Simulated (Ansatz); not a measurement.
Name crystals whose computed values (DFT-r²SCAN in the program Ansatz with PAW potentials) fall in these windows: B₀ by P(V) fit (GPa) 160 to 230; gap (eV) 2.0 to 2.5; electron conductivity mass (mₑ) 2.8 to 3.6.



```tsv
crystal	B₀ by P(V) fit (GPa)	gap (eV)	electron conductivity mass (mₑ)
CeO2, fluorite	191	2.20	3.3
```
Others may fit too.

The 4f shell is in the valence, and the state reached may lie above the lowest one. Began spin-polarised and lost the moments: CeO2, fluorite. The cell was relaxed under the symmetry of its start. No Hubbard U is applied. Spin–orbit coupling is left out wherever it is not named.

Potentials: the later of the program's two PAW sets.
